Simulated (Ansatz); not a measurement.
# Li4HgGe2S7: a ladder of calculations

Cell of run 1: a measured structure from the Crystallography Open Database (COD), taken as it stands.

Space group Cc (No. 9); a = 16.8760, b = 6.7764, c = 10.1613 Å, β = 93.36°.

| site | Wyckoff | site symmetry | x | y | z |
| --- | --- | --- | --- | --- | --- |
| Li1 | 4a | 1 | 0.3428 | 0.8060 | 0.5149 |
| Li3 | 4a | 1 | 0.1975 | 0.1650 | 0.2944 |
| Li5 | 4a | 1 | 0.5545 | 0.6790 | 0.5945 |
| Li7 | 4a | 1 | 0.4081 | 0.6530 | 0.8740 |
| Ge9 | 4a | 1 | 0.7688 | 0.8368 | 0.6718 |
| Ge11 | 4a | 1 | 0.4789 | 0.1767 | 0.7379 |
| Hg | 4a | 1 | 0.6232 | 0.1320 | 0.4475 |
| S15 | 4a | 1 | 0.3724 | 0.1696 | 0.5878 |
| S17 | 4a | 1 | 0.8008 | 0.1429 | 0.7049 |
| S19 | 4a | 1 | 0.4527 | 0.3316 | 0.9161 |
| S21 | 4a | 1 | 0.2346 | 0.1686 | 0.8452 |
| S23 | 4a | 1 | 0.5776 | 0.3260 | 0.6461 |
| S25 | 4a | 1 | 0.5070 | 0.8623 | 0.7768 |
| S27 | 4a | 1 | 0.6743 | 0.7949 | 0.5135 |

One atom of each set is listed; the run and its k-mesh use a cell of 28 atoms with edges of 9.09, 9.09, 10.16 Å.

Relaxed positions (PBE, cell held):

Li1 (0.3422, 0.8152, 0.5140)
Li3 (0.1974, 0.1752, 0.2953)
Li5 (0.5525, 0.6739, 0.5934)
Li7 (0.4058, 0.6591, 0.8742)
Ge9 (0.7696, 0.8354, 0.6712)
Ge11 (0.4793, 0.1764, 0.7387)
Hg (0.6237, 0.1365, 0.4478)
S15 (0.3734, 0.1680, 0.5831)
S17 (0.8020, 0.1444, 0.7052)
S19 (0.4518, 0.3331, 0.9183)
S21 (0.2365, 0.1621, 0.8462)
S23 (0.5795, 0.3310, 0.6491)
S25 (0.5062, 0.8584, 0.7764)
S27 (0.6731, 0.7928, 0.5124)

All runs are DFT with Ansatz 0.2.0 (plane waves and PAW, scalar-relativistic unless spin–orbit coupling is named, Γ-centred meshes, Fermi–Dirac smearing where given) in this cell.

Run 1: PBE, atoms as given; 420 eV, 5×5×3 k-points, smearing 0.02 eV.
Run 2: PBE, atoms relaxed; 420 eV, 5×5×3 k-points, smearing 0.02 eV.
Run 3: r2SCAN, at the relaxed atoms; 500 eV, 5×5×3 k-points, smearing 0.02 eV.

Task: What does each run give, and what moves the gradients most?

Result: 

| run | Hg V_zz (η) | S17 V_zz (η) | S19 V_zz (η) | S21 V_zz (η) |
| --- | --- | --- | --- | --- |
| 1 | -6.66 (0.89) | 17.34 (0.02) | 16.75 (0.05) | 13.82 (0.89) |
| 2 | -5.50 (0.91) | 18.04 (0.02) | 17.49 (0.05) | 14.27 (0.92) |
| 3 | -6.08 (0.89) | 17.97 (0.02) | 17.46 (0.05) | 14.34 (0.89) |

V_zz in 10²¹ V/m²; 4 of the 14 sets of like atoms are followed. Against run 1, the gradient tensors on these sites move by at most 1.17 in run 2 (Hg), 0.89 in run 3 (S21). Taken one at a time, the positions of the atoms (as given or relaxed) move the tensors on these sites by up to 1.17 (largest principal value of the change, on Hg), the functional (r2SCAN with its higher cutoff) by 0.59 (Hg).

Leaving out spin–orbit coupling shifts gradients on Hg by a few per cent, and by more where contributions nearly cancel. In runs 1, 3 the atoms aren't at the calculated equilibrium (largest force 0.44, 0.34 eV/Å).
